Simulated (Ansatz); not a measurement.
VO₂:
```
CELL_PARAMETERS angstrom
      4.53573     0.00000     0.00000
      0.00000     4.53573     0.00000
      0.00000     0.00000     2.80304
ATOMIC_POSITIONS crystal
  V  0.00000 0.00000 0.00000
  V  0.50000 0.50000 0.50000
  O  0.29902 0.29902 0.00000
  O  0.79902 0.20098 0.50000
  O  0.20098 0.79902 0.50000
  O  0.70098 0.70098 0.00000
```
Starting moments (μB, in the order of the atoms V V O O O O): 1.1 1.1 0.0 0.0 0.0 0.0.

Relaxed with PBEsol. Special points in fractions of this cell's reciprocal vectors: Γ (0.000, 0.000, 0.000); X (0.000, 0.500, 0.000); M (0.500, 0.500, 0.000); Z (0.000, 0.000, 0.500); R (0.000, 0.500, 0.500); A (0.500, 0.500, 0.500).

**Question.** List the band energies nearest the Fermi level at these points for plane-wave PAW PBEsol (Ansatz code).

**Answer.** In eV from the Fermi level; about four levels below and three above (degenerate sets whole), none deeper than 8.9 eV; points with the same levels are listed once.

```
k                      below                above
---  -----------------------  -------------------
Γ ↑  -0.89 -0.32 -0.32 -0.27  1.91 2.01 4.15 4.15
X ↑  -2.34 -2.34 -0.36 -0.36  0.35 0.35 1.02 1.02
M ↑  -1.08 -1.08 -0.30 -0.30  1.44 1.44 3.40 3.40
Z ↑  -4.26 -4.26 -3.29 -3.29  0.42 0.42 0.65 0.65
R ↑  -2.67 -2.67 -0.91 -0.91  0.63 0.63 1.35 1.35
A ↑  -3.15 -3.15 -2.36 -2.36  0.07 0.07 0.43 0.43
Γ ↓  -2.20 -2.12 -2.12 -1.60       0.03 0.06 0.72
X ↓  -3.21 -3.21 -2.38 -2.38  0.66 0.66 1.44 1.44
M ↓  -2.86 -2.86 -0.02 -0.02  0.87 0.87 2.27 2.27
Z ↓  -4.15 -4.15 -3.24 -3.24  1.34 1.34 1.77 1.77
R ↓  -3.80 -3.80 -2.74 -2.74  0.17 0.17 1.75 1.75
A ↓  -3.04 -3.04 -2.36 -2.36  0.98 0.98 1.37 1.37
```

Space group P4_2/mnm (rutile). This is a known high-temperature phase of the composition, computed here at zero pressure and temperature. The cell was relaxed with PBEsol under the symmetry of its start; its stability against distortions is not shown here. Magnetic state: ferromagnetic, chosen from 2 collinear starts compared on coarse meshes (ties went to the first, and starts can fall back to one state), not a proven ground state. No Hubbard U is applied. The compound may be a true metal, but semilocal functionals without U, or a wrong spin order, can also close a gap.

Potentials: the later of the program's two PAW sets.
